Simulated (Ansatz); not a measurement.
**Question.** VO2 (rutile, space group No. 136) is relaxed with plane-wave PAW PBEsol (Ansatz code). What lattice parameters of the conventional cell result?

**Answer.** a = 4.537 Å, c = 2.804 Å.

These are the values of the symmetrised cell.

**Question.** Give the free coordinates with the occupied sites.

**Answer.** In one choice of origin and axes:

```
atom  site  symmetry       x       y       z
----  ----  --------  ------  ------  ------
V       2a      m.mm  0.0000  0.0000  0.0000
O       4f      m.2m  0.2990  0.2990  0.0000
```

**Question.** Is it a metal or does it have a gap at this level?

**Answer.** No gap at this level.

Space group P4_2/mnm (rutile). This is a known high-temperature phase of the composition, computed here at zero pressure and temperature. Symmetry was held in the PBEsol relaxation; whether a distortion lowers the energy is not shown. The final state is ferromagnetic, chosen from 5 collinear starts compared on coarse meshes (ties went to the first, and starts can fall back to one state), not a proven ground state. No Hubbard U is applied. The compound may be a true metal, but semilocal functionals without U, or a wrong spin order, can also close a gap.

Potentials: the earlier of the program's two PAW sets. The files were generated under PBE; for other functionals the program regenerates the frozen cores, and for LDA and PBEsol the local potential too.
